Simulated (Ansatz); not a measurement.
In r²SCAN in the plane-wave PAW code Ansatz, SiB₁₂C₂ in the trigonal phase (R-3m; B on 18h, B on 18h, C on 6c, Si on 3b) relaxes to a = 5.641 Å, c = 12.619 Å. Against the elements it lies at -0.019 eV/atom, with no fitted shifts.

It is gapped at this level: 1.87 eV (indirect). HSE06 on the same cell gives 2.35 eV. The electron mass is 0.30, 0.42, 1.4 mₑ (principal values). The hole mass is 0.32, 0.41, 0.55 mₑ (principal values).

The bulk modulus is 222 GPa. The relaxed-ion elastic constants in GPa are C11 = 518, C12 = 124, C13 = 62.1, C14 = 48.8, C33 = 478, C44 = 121. The elastic constants imply a Debye temperature near 1300 K. Bader charges are B 0.00 to +0.45, C -2.64, Si +2.60 e.

The start of the workflow was typed in or built on a structure type; neither database checked (COD, Materials Project) lists it. Its standing as an ambient phase is unchecked. The r²SCAN relaxation kept the symmetry of its start; its stability against distortions is not shown here. The references are the lowest solids computed at this level, not always the standard phases.

Potentials: the earlier of the program's two PAW sets.
